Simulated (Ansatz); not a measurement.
**Pressure against volume in Zn3S2O**

The structure comes from a generated guess, relaxed at this level; another structure or a mixture of phases may lie lower.

Computed with Ansatz 0.2.0, DFT PBE, scalar-relativistic, plane waves, PAW. The final run on the 6-atom cell used 420 eV, a Γ-centred 10×10×10 mesh, 0.02 eV smearing and no spin polarisation.

```xyz
6
Lattice="-1.8437 1.8437 7.5798 1.8437 -1.8437 7.5798 1.8437 1.8437 -7.5798" Properties=species:S:1:pos:R:3 pbc="T T T"
Zn    0.0000    0.0000   10.4100
Zn    0.0000    0.0000    4.7496
Zn    0.0000    0.0000    0.0000
S     1.8437    0.0000    6.1624
S     1.8437    0.0000    1.4175
O     0.0000    1.8437    3.7899
```

The cell was set to several volumes, with shape and atoms relaxed at each where symmetry leaves them free. Pressure is positive in compression, and energies count from the lowest row.

```
row  V (Å³/atom)  P (GPa)  ΔE (meV/atom)  gap on mesh (eV)
  1       15.116    13.86           80.0              1.56
  2       15.631        ?              ?                 ?
  3       16.147     5.87           17.8              1.29
  4       16.662     2.70            4.2              1.20
  5       17.177     0.00            0.0              1.11
  6       17.692    -2.30            3.8              1.04
  7       18.208    -4.26           14.5              0.97
  8       18.895    -6.42           37.5              0.88
```

Task: Find B = −V·ΔP/ΔV from rows 4 and 6 and from rows 1 and 3, and from the two its slope B′ and its value B0 at zero pressure.

Result: Rows 4 and 6 give −(16.662 + 17.692)/2 × (-2.30 − (2.70))/(17.692 − 16.662) = 83.4 GPa at a mean pressure of 0.20 GPa. Rows 1 and 3 give −(15.116 + 16.147)/2 × (5.87 − (13.86))/(16.147 − 15.116) = 121.1 GPa at a mean pressure of 9.87 GPa. So B′ = (121.1 − 83.4)/(9.87 − (0.20)) = 3.90 and B0 = 83.4 − 3.90 × (0.20) = 82.6 GPa. A third-order Birch–Murnaghan fit to all the energies gives B0 = 82.8 GPa and B′ = 4.2.

Task: Estimate the pressure and energy of row 2.

Result: From row 5, V0 = 17.177 × (1 + (0.00)/82.6) = 17.177 Å³/atom. Murnaghan's form P = (B0/B′)·[(V0/V)^B′ − 1] gives (82.6/3.90) × [(17.177/15.631)^3.90 − 1] = 9.42 GPa; the computed pressure is 9.57 GPa, so the estimate is off by -0.15 GPa. The work of compression from row 3, with the mean of the two pressures, gives ΔE = 17.8 + (9.42 + 5.87)/2 × (16.147 − 15.631)/160.2 × 1000 = 42.4 meV/atom (1 eV/Å³ = 160.2 GPa); the computed value is 42.5 meV/atom.

Task: Fit the gap against pressure through the other rows and estimate it at the computed pressure of row 2.

Result: Over the 7 rows the mean pressure is 1.3500 GPa and the mean gap is 1.150 eV. The sums of products of deviations are S_xx = 285.7 and S_xy = 9.393, so the slope is 9.393/285.7 = 0.03288 (r = 1.00, rms misfit 0.01 eV). At 9.57 GPa the line gives 1.150 + (0.03288) × (9.57 − 1.3500) = 1.42 eV. The computed value is 1.41 eV, so the line is off by +0.01 eV, about as much as the largest miss among the fitted rows (0.01 eV).

Kohn–Sham gaps at this level usually fall short of measured ones. All volumes keep the k mesh of the relaxed cell. A later test with randomly moved atoms came back to the same energy, though modes that don't fit the test's cell weren't probed.
